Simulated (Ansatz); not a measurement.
Does relaxation matter for the field gradients of AlN with carbon replacing N?

Start: a supercell of AlN (wurtzite type, P6_3mc) built from a structure deposited in the COD (the entry's cell lengths or inner coordinates differ somewhat from later room-temperature determinations), with all atoms left at the host's positions.

```
Al C N
1.0
     9.33900    0.00000    0.00000
    -3.11300    5.39187    0.00000
     0.00000    0.00000    9.96200
Al C N
24 1 23
Direct
  0.11111 0.33333 0.00000
  0.11111 0.33333 0.50000
  0.11111 0.83333 0.00000
  0.11111 0.83333 0.50000
  0.44444 0.33333 0.00000
  0.44444 0.33333 0.50000
  0.44444 0.83333 0.00000
  0.44444 0.83333 0.50000
  0.77778 0.33333 0.00000
  0.77778 0.33333 0.50000
  0.77778 0.83333 0.00000
  0.77778 0.83333 0.50000
  0.22222 0.16667 0.25000
  0.22222 0.16667 0.75000
  0.22222 0.66667 0.25000
  0.22222 0.66667 0.75000
  0.55556 0.16667 0.25000
  0.55556 0.16667 0.75000
  0.55556 0.66667 0.25000
  0.55556 0.66667 0.75000
  0.88889 0.16667 0.25000
  0.88889 0.16667 0.75000
  0.88889 0.66667 0.25000
  0.88889 0.66667 0.75000
  0.11111 0.33333 0.19000
  0.11111 0.33333 0.69000
  0.11111 0.83333 0.19000
  0.11111 0.83333 0.69000
  0.44444 0.33333 0.19000
  0.44444 0.33333 0.69000
  0.44444 0.83333 0.19000
  0.44444 0.83333 0.69000
  0.77778 0.33333 0.19000
  0.77778 0.33333 0.69000
  0.77778 0.83333 0.19000
  0.77778 0.83333 0.69000
  0.22222 0.16667 0.44000
  0.22222 0.16667 0.94000
  0.22222 0.66667 0.44000
  0.22222 0.66667 0.94000
  0.55556 0.16667 0.44000
  0.55556 0.16667 0.94000
  0.55556 0.66667 0.44000
  0.55556 0.66667 0.94000
  0.88889 0.16667 0.44000
  0.88889 0.16667 0.94000
  0.88889 0.66667 0.44000
  0.88889 0.66667 0.94000
```

Atom numbers follow the list; atoms alike are taken as one site, whose name carries the number of the first.

Level of theory: DFT, PBE, plane waves and PAW, scalar-relativistic, collinear spin, 420 eV cutoff, Γ-centred 3×4×2 k-points, Fermi–Dirac smearing 0.01 eV (Ansatz 0.2.0). Start moments as typed (μB): 1 on each C, none on the rest.

The largest force at the start is 1.1 eV/Å. Relaxing the ions at fixed cell moves them by 0.084 Å at most (atom 1, Al) and 0.032 Å rms.

```tsv
site	atom	moved (Å)	first shell before	first shell after	V_zz before (10²¹ V/m²)	η before
Al1	1	0.084	1 C at 1.89 Å, 3 N at 1.89 Å	3 N at 1.88–1.91 Å, 1 C at 1.99 Å	-0.49	0.06
Al2	2	0.036	4 N at 1.89 Å	4 N at 1.89–1.92 Å	0.28	0.13
Al4	4	0.015	4 N at 1.89 Å	4 N at 1.88–1.90 Å	0.31	0.32
Al15	15	0.070	3 N at 1.89 Å, 1 C at 1.89 Å	3 N at 1.87–1.92 Å, 1 C at 1.94 Å	-1.43	0.30
Al17	17	0.021	4 N at 1.89 Å	4 N at 1.87–1.90 Å	0.27	0.82
Al19	19	0.022	4 N at 1.89 Å	4 N at 1.88–1.90 Å	0.31	0.31
Al21	21	0.074	3 N at 1.89 Å, 1 C at 1.89 Å	3 N at 1.88–1.92 Å, 1 C at 1.94 Å	-1.57	0.28
C	25	0.046	4 Al at 1.89 Å	4 Al at 1.93–1.99 Å	-1.36	0.90
N27	27	0.019	4 Al at 1.89 Å	4 Al at 1.89–1.90 Å	0.48	0.12
N28	28	0.014	4 Al at 1.89 Å	4 Al at 1.89–1.90 Å	0.16	0.49
N29	29	0.026	4 Al at 1.89 Å	4 Al at 1.88–1.90 Å	0.14	0.28
N31	31	0.048	4 Al at 1.89 Å	4 Al at 1.87–1.90 Å	-0.22	0.18
N33	33	0.002	4 Al at 1.89 Å	4 Al at 1.87–1.90 Å	0.15	0.17
N35	35	0.050	4 Al at 1.89 Å	4 Al at 1.88–1.90 Å	-0.22	0.16
N37	37	0.065	4 Al at 1.89 Å	4 Al at 1.88–1.89 Å	0.30	0.21
N39	39	0.014	4 Al at 1.89 Å	4 Al at 1.89–1.92 Å	0.24	0.27
```

(1) What are V_zz and η after the relaxation?

Results:

(1) 

| site | atom | V_zz after | η after | change of V_zz |
| --- | --- | --- | --- | --- |
| Al1 | 1 | 1.22 | 0.73 | +1.71 |
| Al2 | 2 | 0.93 | 0.10 | +0.65 |
| Al4 | 4 | 0.49 | 0.83 | +0.18 |
| Al15 | 15 | 1.07 | 0.54 | – |
| Al17 | 17 | 0.67 | 0.13 | +0.40 |
| Al19 | 19 | 0.67 | 0.31 | +0.36 |
| Al21 | 21 | 1.26 | 0.42 | – |
| C | 25 | 4.58 | 0.14 | – |
| N27 | 27 | -0.31 | 0.20 | – |
| N28 | 28 | -0.32 | 0.89 | -0.48 |
| N29 | 29 | 0.32 | 0.88 | – |
| N31 | 31 | -0.50 | 0.27 | -0.28 |
| N33 | 33 | -0.33 | 0.27 | -0.48 |
| N35 | 35 | -0.55 | 0.13 | -0.33 |
| N37 | 37 | -0.42 | 0.46 | -0.72 |
| N39 | 39 | 0.54 | 0.53 | +0.30 |

The largest change of V_zz along a kept axis is on Al1, from -0.49 to 1.22. The whole tensor moves most on C, by 3.79 along its most changed direction. Where |V_zz| stays above 0.1 and the axes keep their order, η moves most on Al1, from 0.06 to 0.73. On Al19, N37, Al2, Al17, N39, N31, N35, N28 and 4 more sites (not all in the table) V_xx and V_yy change places (or their axes turn by over 50°), so the two values of η hide a larger change. V_zz changes sign on Al1 (axis turned by 13°), N37 (same axis), N28 (axis turned by 37°), N33 (axis turned by 26°), N30 (axis turned by 33°), N32 (axis turned by 36°), N48 (axis turned by 31°) (not all in the table). On Al21, Al15, C, N27, N29, N40, N46, N41 and 6 more sites (not all in the table) the largest principal value lies along another axis in the second run, so the two V_zz can't be compared directly. The table leaves out 32 of the 48 sites, with |V_zz| up to 1.17; their tensors move by 0.71 at most along any direction. The statements above cover all sites. The electronic state changes along with the positions (a gap opens), so the changes aren't those of geometry alone. The host's own positions weren't relaxed first, so part of the change far from the defect can be the host's relaxation.

The defect repeats with the cell of 48 atoms, so it feels its images: sites between two images don't show the values beside a lone defect, and zeros or small values of η there can come from the images' arrangement. Al and N carry a gradient in the pure host already, so the values there aren't the defect's effect alone. The cell keeps the host's lattice, where the PBE pressure is 5 GPa. The run lost most of its start moments on C; a state with other moments may lie lower.
Before: The defect cell has no gap above 0.1 eV on its mesh, so the values can hang on the smearing and the k-mesh. The neighbours have not yet relaxed around the defect (largest force 1.1 eV/Å), so a real crystal will differ.
After: With a gap of 0.2 eV on this mesh, small gradients can still move by 0.1 × 10²¹ V/m² or more as the k-mesh gets denser.
